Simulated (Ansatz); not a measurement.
The relaxed structure here is a generated cell of CrI3: the first start was made by placing the elements on the sites of a structure type, and the end was not matched to a known phase here, so it may be hypothetical. Known forms of CrI3 include space group No. 148.

The end point of a relaxation of CrI3. Space group Im-3m (No. 229), AFLOW prototype A3B_cI8_229_b_a (as in H3S). Level of theory: r2SCAN (plane waves to 500 eV, PAW, scalar-relativistic; Ansatz, a first-principles code).

Space group Im-3m (No. 229); a = 6.637 Å, b = 6.637 Å, c = 6.637 Å, α = 90.00°, β = 90.00°, γ = 90.00°

| atom | site | symmetry | x | y | z |
|---|---|---|---|---|---|
| I | 6b | 4/mm.m | 0.0000 | 0.0000 | 0.5000 |
| Cr | 2a | m-3m | 0.0000 | 0.0000 | 0.0000 |
(The calculation used a cell of 4 atoms; values per cell refer to that cell.)

Problem. Predict the magnetic moment from r2SCAN.

Solution. Net 1.20 μB/atom, ferromagnetic.

Spin state reached: ferromagnetic (net 1.20 μB/atom), from parallel starting moments; other spin orders were not run from this start.

The run could not lose the symmetry of its start, so the end can be a saddle point.

All atoms sit on sites fixed by symmetry, so only the cell could relax.
